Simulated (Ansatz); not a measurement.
System: InSb (zinc blende type), 2 atoms in the cell.

```xyz
2
Lattice="0.0000 3.3200 3.3200 3.3200 0.0000 3.3200 3.3200 3.3200 0.0000" Properties=species:S:1:pos:R:3 pbc="T T T"
In    0.0000    0.0000    0.0000
Sb    1.6600    1.6600    1.6600
```

Code and potentials: Ansatz PAW hard set, 700 eV. Settings of the plain PBE run: k-mesh 6×6×6 Γ-centred; Fermi–Dirac smearing of 0.02 eV; no spin polarisation; no spin–orbit coupling.

Plain PBE gives:

```yaml
Pressure: -0.02 GPa
```

Task: What changes under PBE with spin–orbit coupling?

Result: The pressure stays at -0.02 GPa.

Task: What changes under r²SCAN?

Result: The pressure falls by 1.42 GPa to -1.44 GPa.

The stress includes the program's correction for the finite plane-wave basis.

The k-mesh is modest, so these values aren't fully converged in k. Potentials made with PBE were used with another functional (at least in: Ansatz PAW hard set, 700 eV (r²SCAN)).
